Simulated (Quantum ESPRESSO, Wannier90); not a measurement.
Wannierisation of SnI$_{4}$ (P-43m)

Structure: Materials Project mp-571436, symmetrised, not relaxed again. COD (Crystallography Open Database) has the formula in 2 space groups, this one among them (matched by group alone). Computed values, not measurements, from PBEsol: Quantum ESPRESSO (norm-conserving PseudoDojo potentials, cutoff 58 Ry, no spin polarisation, no spin-orbit coupling) on a Γ-centred 4×4×4 mesh, then Wannier90. Density: 6×6×6 mesh, cold smearing 0.01 Ry. Spin-orbit coupling is left out although heavy elements are present.

```
begin unit_cell_cart
ang
    6.3636000000    0.0000000000    0.0000000000
    0.0000000000    6.3636000000    0.0000000000
    0.0000000000    0.0000000000    6.3636000000
end unit_cell_cart
mp_grid = 4 4 4
```

Neighbour vectors b of the finite-difference formula (Å⁻¹), by shell:

```
shell       b_x       b_y       b_z
-----  --------  --------  --------
1       0.00000   0.00000   0.24684
1       0.00000   0.24684   0.00000
1       0.24684   0.00000   0.00000
1       0.00000   0.00000  -0.24684
1       0.00000  -0.24684   0.00000
1      -0.24684   0.00000   0.00000
```

**Question.** Find the weights w_b from the completeness condition Σ_b w_b b_α b_β = δ_αβ.

**Answer.** Shell 1: Σ b_x² = 0.122, Σ b_y² = 0.122, Σ b_z² = 0.122 Å⁻²
Each of the three diagonal sums, weighted, has to give 1 and the off-diagonal ones 0, which holds for w_1 = 8.21 Å². Check on xx: 8.21×0.122 = 1.00.

On this mesh the 8 functions of bands 14-21 (bands 14-21; start: SCDM (isolated), conv_tol = 1.0e-6) end with spreads 3.5944, 3.5945, 3.5952, 3.5953, 3.5950, 3.5943, 3.5948, 3.5947 Å², Ω_I = 27.9068 Å² and Ω_D = 0.0176 Å².

Ω_total is the sum of the spreads, 28.758 Å². Ω_OD = Ω_total − Ω_I − Ω_D = 0.834 Å². Only (Ω_D + Ω_OD)/Ω_total = 3.0 % depends on the gauge, and another start could lower the total by that share at most. The rms radius is √(Ω_total/8) = 1.90 Å.
